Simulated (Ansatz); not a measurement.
GaP:
```xyz
2
Lattice="0.0000 2.7257 2.7257 2.7257 0.0000 2.7257 2.7257 2.7257 0.0000" Properties=species:S:1:pos:R:3 pbc="T T T"
P      4.0885     4.0885     4.0885
Ga     0.0000     0.0000     0.0000
```

x, y and z are the axes in which the lattice vectors are written.

### Question
Give the high-frequency dielectric tensor and the Born effective charge tensors of the independent atoms from DFPT, r²SCAN (plane waves, PAW; program Ansatz).

### Answer

ε∞:
```
9.36  0.00  0.00
0.00  9.36  0.00
0.00  0.00  9.36
```
Z* of atom 1 (P), rows: field, columns: displacement, in e:
```
-2.15   0.00   0.00
 0.00  -2.15   0.00
 0.00   0.00  -2.15
```
Z* of atom 2 (Ga), rows: field, columns: displacement, in e:
```
2.15  0.00  0.00
0.00  2.15  0.00
0.00  0.00  2.15
```

Static charges for comparison (Bader): P1 -0.91, Ga2 +0.91 e. Born charges measure polarisation by displacement and can exceed these by far.

Space group F-43m (zinc blende). The r²SCAN relaxation kept the symmetry of its start; phonons on a q-mesh show no instability. Spin–orbit coupling is left out wherever it is not named.

Potentials: the later of the program's two PAW sets.
